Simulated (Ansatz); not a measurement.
GaSe in space group P6_3/mmc (No. 194; Ga on 4f, Se on 4f), LDA in the plane-wave PAW code Ansatz. The conduction-band minimum lies at Γ, with 1 equivalent valley. Second derivatives d²E/dk² of the lowest band at one valley (eV·Å²), along Cartesian directions:…

```json
[
 {"direction": "[100]", "d²E/dk²": "67.79"},
 {"direction": "[010]", "d²E/dk²": "67.79"},
 {"direction": "[001]", "d²E/dk²": "87.31"},
 {"direction": "[110]", "d²E/dk²": "67.79"},
 {"direction": "[101]", "d²E/dk²": "77.62"},
 {"direction": "[011]", "d²E/dk²": "77.62"}
]
```

Q: Find the principal effective masses, the density-of-states mass and the conductivity mass.

A: Off-diagonal terms follow from H_xy = H[110] − (H_xx + H_yy)/2, and m*/mₑ = 7.620 eV·Å² over each eigenvalue: 0.087, 0.11, 0.11. One valley's DOS mass (m₁m₂m₃)^(1/3) = 0.10, conductivity mass 3/(Σ 1/mᵢ) = 0.10 mₑ.

Q: What effective density of states Nc follows at 300 K for parabolic valleys?

A: Nc = 2.509e19 × 1 × (0.10)^(3/2) ≈ 7.9e17 cm⁻³.

Symmetry was held in the LDA relaxation. A crystal of weakly bound layers computed without a dispersion correction: the cell and the soft elastic constants depend strongly on that. Scalar-relativistic: spin–orbit coupling is off unless named, which matters more the heavier the elements.

Potentials: the later of the program's two PAW sets.

Edges and masses are those of Kohn–Sham bands, whose gap is no quasiparticle gap.
